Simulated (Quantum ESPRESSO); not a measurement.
Au2Hf2Nb3Sn in 6 site orders

Calculated results; nothing here was measured. They come from Quantum ESPRESSO 7.5, a public plane-wave density functional program. Each row is one single-point run on a made-up periodic cell of eight metal atoms, with elements, volume, strain and displacements drawn at random and not relaxed, so a cell may be unstable or far from any real phase. There is no spin polarisation or spin-orbit coupling.

Settings: PBE unless stated; PseudoDojo standard norm-conserving files; Fermi-Dirac width 0.25 eV, which means electrons at about 2900 K; cutoff 1116 eV; 6 x 4 x 4 k mesh shifted half a step off Gamma. E is the free energy of the whole cell (internal energy minus TS), so a -TS column is already part of it. Stress is positive in tension, and the pressure P is minus a third of its trace.

Checks: one run of this series was repeated at a higher cutoff and on a denser mesh, which moved values by no more than 0.005 eV, 0.02 GPa and 0.007 eV/Å, and a second program with other atomic files agreed on it to 2 % rms in force and 0.5 GPa in pressure. Known limits: the tin pseudopotential is less sure than most, with forces differing by about three percent from a second method on plain tin; heavy elements are run without spin-orbit coupling, which real alloys of them have; a spin test at this wide smearing found no moment, but such smearing suppresses magnetism that the real alloy may have.

The lattice is face-centred cubic, and the cell vectors in Å are (0.000, 4.281, 0.000); (-4.281, 0.000, -4.281); (-4.281, 0.000, 4.281), a volume of 156.95 Å³. The runs put one composition on the same eight displaced sites in different orders. E is counted from run 1, and the rms force is over all 24 components. Nothing is relaxed, so E mixes bonding between neighbours with strain on unrelaxed sites, and it is not an ordering energy.

```
run  elements on sites 1 to 8  E (eV)  -TS (eV)  rms force (eV/Å)  largest force (eV/Å)  P (GPa)
  1   Nb Sn Nb Au Hf Nb Hf Au   0.000    -1.557             0.546                  1.76     0.10
  2   Au Nb Au Nb Sn Hf Nb Hf   0.153    -1.545             0.629                  1.67     0.63
  3   Nb Sn Hf Nb Au Nb Au Hf   0.463    -1.502             0.591                  2.23     1.22
  4   Nb Au Hf Nb Hf Au Sn Nb  -0.278    -1.576             0.484                  1.11        ?
  5   Au Sn Hf Au Hf Nb Nb Nb  -0.059    -1.632             0.485                  1.32    -0.73
  6   Nb Sn Au Au Nb Nb Hf Hf  -0.469    -1.538             0.509                  1.14    -1.22
```

## Worked fit

A straight line through the runs shown gives P = -0.05 + 2.78 E GPa with E in eV, an error of 0.52 on the slope and a scatter of 0.35 GPa. At this fixed volume the orders of higher energy tend to have the higher pressure.

## Withheld value

Question: what pressure should run 4 give?

The fit gives -0.82 ± 0.42 GPa. The calculation gave -1.50 GPa.
